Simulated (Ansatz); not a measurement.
PbI2:
```yaml
crystal:
  lattice:
    - [4.46395, 0.00000, 0.00000]
    - [-2.23198, 3.86589, 0.00000]
    - [0.00000, 0.00000, 13.65014]
  atoms:
    - { symbol: Pb, position: [0.66667, 0.33333, 0.49999] }
    - { symbol: Pb, position: [0.33333, 0.66667, 0.99999] }
    - { symbol: I, position: [0.66667, 0.33333, 0.86331] }
    - { symbol: I, position: [0.33333, 0.66667, 0.36331] }
    - { symbol: I, position: [0.00000, 0.00000, 0.13670] }
    - { symbol: I, position: [0.00000, 0.00000, 0.63670] }
```

Relaxed with LDA. Special points in fractions of this cell's reciprocal vectors: Γ (0.000, 0.000, 0.000); M (0.500, 0.000, 0.000); K (0.333, 0.333, 0.000); A (0.000, 0.000, 0.500); L (0.500, 0.000, 0.500); H (0.333, 0.333, 0.500).

List the band energies nearest the valence-band maximum at these points for plane-wave PAW LDA with spin–orbit coupling (Ansatz code).

In eV from the valence-band maximum; about four levels below and three above (degenerate sets whole), none deeper than 8.9 eV; points with the same levels are listed once.

```json
[
 {"k": "Γ", "below": "-0.74 -0.74 0.00 0.00", "above": "1.16 1.16 1.36 1.36"},
 {"k": "M", "below": "-1.01 -1.01 -0.78 -0.78", "above": "2.05 2.05 2.37 2.37"},
 {"k": "K", "below": "-0.72 -0.55 -0.55 -0.33", "above": "2.32 2.47 2.47"},
 {"k": "A", "below": "-0.34 -0.34 -0.34 -0.34", "above": "1.27 1.27 1.27 1.27"},
 {"k": "L", "below": "-0.74 -0.74 -0.74 -0.74", "above": "2.16 2.16 2.16 2.16"},
 {"k": "H", "below": "-0.72 -0.72 -0.72 -0.72", "above": "2.70 2.70 2.73 2.73"}
]
```

Space group P6_3mc. The first step of the workflow began from a Materials Project structure, measured or hypothetical; the Crystallography Open Database files this formula in space group No. 186, but the cells were not matched. It is not the phase usual at ambient conditions (space group No. 164). The LDA relaxation kept the symmetry of its start; whether a distortion lowers the energy is not shown. A crystal of weakly bound layers computed without a dispersion correction: the cell and the soft elastic constants depend strongly on that.

Potentials: the later of the program's two PAW sets.
